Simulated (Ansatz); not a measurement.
NbRu:
```
CELL_PARAMETERS angstrom
      3.13929     0.00000     0.00000
      0.00000     3.13929     0.00000
      0.00000     0.00000     3.13929
ATOMIC_POSITIONS crystal
  Nb 0.00000 0.00000 0.00000
  Ru 0.50000 0.50000 0.50000
```

Relaxed with PBEsol. Special points in fractions of this cell's reciprocal vectors: Γ (0.000, 0.000, 0.000); X (0.000, 0.500, 0.000); M (0.500, 0.500, 0.000); R (0.500, 0.500, 0.500).

Q: List the band energies nearest the Fermi level at these points for PBEsol with spin–orbit coupling (plane waves, PAW; program Ansatz).

A: In eV from the Fermi level; about four levels below and three above (degenerate sets whole), none deeper than 8.9 eV; points with the same levels are listed once.

```tsv
k	below	above
Γ	-2.46 -2.46 -2.46 -2.46 -2.28 -2.28	0.86 0.86 0.86 0.86
X	-0.35 -0.35 -0.22 -0.22	1.09 1.09 1.78 1.78
M	-4.11 -4.11 -0.27 -0.27	0.10 0.10 1.11 1.11 1.12 1.12
R	-0.18 -0.18 -0.18 -0.18	3.54 3.54 3.54 3.54
```

Space group Pm-3m (CsCl type). The workflow started from a Materials Project entry (that database holds measured and hypothetical structures alike); the Crystallography Open Database files this formula in space group No. 221, but the cells were not matched. Its standing as an ambient phase is unchecked. The cell was relaxed with PBEsol under the symmetry of its start. At this level the phase is mechanically unstable. The run is not spin-polarised.

Potentials: the later of the program's two PAW sets.
